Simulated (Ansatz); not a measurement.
TeO2:
```cif
data_O8Te4
_chemical_formula_sum 'Te4 O8'
_space_group_name_H-M_alt 'Fm-3m'
_space_group_IT_number 225
_space_group_name_Hall '-F 4 2 3'
_cell_length_a 5.38576
_cell_length_b 5.38576
_cell_length_c 5.38576
_cell_angle_alpha 90.000
_cell_angle_beta 90.000
_cell_angle_gamma 90.000
loop_
_atom_site_label
_atom_site_type_symbol
_atom_site_symmetry_multiplicity
_atom_site_Wyckoff_symbol
_atom_site_fract_x
_atom_site_fract_y
_atom_site_fract_z
_atom_site_occupancy
Te1 Te 4 a 0.00000 0.00000 0.00000 1
O1 O 8 c 0.25000 0.25000 0.25000 1
```
(The calculation used a cell of 3 atoms; values per cell refer to that cell.)

Relaxed with PBE. Plane-wave PAW PBE (Ansatz code) gives a gap of 0.82 eV.

### Question
What gap does HSE06 give on the same cell (Ansatz, PAW)?

### Answer
1.61 eV, 0.79 eV more. The hybrid was solved on a coarser mesh and at special points; its gap is the smallest among all of these.

```csv
k,v1 PBE,c1 PBE,v1 HSE06,c1 HSE06
Γ,-3.13,1.84,(withheld),(withheld)
X,-1.25,1.12,(withheld),(withheld)
L,0.00,3.97,(withheld),(withheld)
W,-0.85,3.78,(withheld),(withheld)
K,-0.97,2.95,-1.02,3.88
```

### Question
Top valence (v1) and lowest conduction level (c1) in eV from each method's valence maximum (which need not be a listed point): supply the withheld HSE06 values.

### Answer

- X, v1 HSE06: -1.60
- X, c1 HSE06: 1.96
- W, v1 HSE06: -0.89
- W, c1 HSE06: 4.82
- L, v1 HSE06: 0.00
- L, c1 HSE06: 5.02
- Γ, v1 HSE06: -3.59
- Γ, c1 HSE06: 2.68

Cost on shared cores: the PBE run (SCF on a 9×9×9 mesh, then bands and DOS) around 14 core-seconds (rough), the HSE06 run (SCF on 7×7×7, then a few points) roughly 3 core-minutes; the tasks are unlike.

A made-up cell: these elements were put on the sites of a structure type; neither database checked (COD, Materials Project) lists it. COD files the formula under space group No. 19, 61, 92, 136, so this cell is another polymorph or a model. Whether it is the stable phase at ambient conditions was not checked. Symmetry was held in the PBE relaxation; whether a distortion lowers the energy is not shown. Scalar-relativistic: spin–orbit coupling is off unless named, which matters more the heavier the elements.

Potentials: the later of the program's two PAW sets.
